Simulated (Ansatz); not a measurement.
Starting cell, LiF (rock salt):

```xyz
4
Lattice="0.0000 4.0679 4.0679 2.0339 0.0000 2.0339 2.0339 2.0339 0.0000" Properties=species:S:1:pos:R:3 pbc="T T T"
F      0.0000     0.0000     0.0000
F      2.0339     4.0679     2.0339
Li     2.0339     2.0339     2.0339
Li     2.0339     4.0679     4.0679
```

The atoms are displaced by Q × the pattern below (from a DFPT mode at L = (0.5, 0.0, 0.0), largest move 1; Q in Å), at fixed cell. It is one choice among 2 degenerate patterns. (q is in reciprocal vectors of the primitive cell; the cell shown is doubled to hold the pattern.)

```
atom       x       y       z
----  ------  ------  ------
Li3   -0.285   0.520  -0.805
Li4    0.285  -0.520   0.805
```

Atoms not listed stay in place.

Computed with PBE (plane waves to 420 eV, PAW, scalar-relativistic; Ansatz, a program for electronic structure). k mesh 7×14×14 (Γ-centred), Fermi-Dirac smearing 0.05 eV. E stands for the smeared free energy. LiF was relaxed with its symmetry unable to fall. The zero of ΔE is the undisplaced structure.

```json
[
 {"Q (Å)": "-0.180", "−dE/dQ from forces (eV/Å)": "0.649", "ΔE (eV/cell)": "?"},
 {"Q (Å)": "-0.150", "−dE/dQ from forces (eV/Å)": "0.533", "ΔE (eV/cell)": "0.0392"},
 {"Q (Å)": "-0.120", "−dE/dQ from forces (eV/Å)": "0.421", "ΔE (eV/cell)": "0.0250"},
 {"Q (Å)": "-0.090", "−dE/dQ from forces (eV/Å)": "0.312", "ΔE (eV/cell)": "?"},
 {"Q (Å)": "-0.060", "−dE/dQ from forces (eV/Å)": "0.207", "ΔE (eV/cell)": "0.0062"},
 {"Q (Å)": "-0.030", "−dE/dQ from forces (eV/Å)": "0.103", "ΔE (eV/cell)": "?"},
 {"Q (Å)": "0.000", "−dE/dQ from forces (eV/Å)": "0.000", "ΔE (eV/cell)": "0.0000"},
 {"Q (Å)": "0.030", "−dE/dQ from forces (eV/Å)": "-0.103", "ΔE (eV/cell)": "?"},
 {"Q (Å)": "0.060", "−dE/dQ from forces (eV/Å)": "-0.207", "ΔE (eV/cell)": "0.0062"},
 {"Q (Å)": "0.090", "−dE/dQ from forces (eV/Å)": "-0.312", "ΔE (eV/cell)": "?"},
 {"Q (Å)": "0.120", "−dE/dQ from forces (eV/Å)": "-0.421", "ΔE (eV/cell)": "0.0250"},
 {"Q (Å)": "0.150", "−dE/dQ from forces (eV/Å)": "-0.533", "ΔE (eV/cell)": "0.0392"},
 {"Q (Å)": "0.180", "−dE/dQ from forces (eV/Å)": "-0.649", "ΔE (eV/cell)": "?"}
]
```

Task: Some entries are withheld; supply them.

Result: 
- -0.180, ΔE (eV/cell): 0.0570
- -0.090, ΔE (eV/cell): 0.0140
- -0.030, ΔE (eV/cell): 0.0015
- 0.030, ΔE (eV/cell): 0.0015
- 0.090, ΔE (eV/cell): 0.0140
- 0.180, ΔE (eV/cell): 0.0570

(A displaced cell: forces are minus the slopes of the energy, force constants its curvatures, and phonons follow from these.)
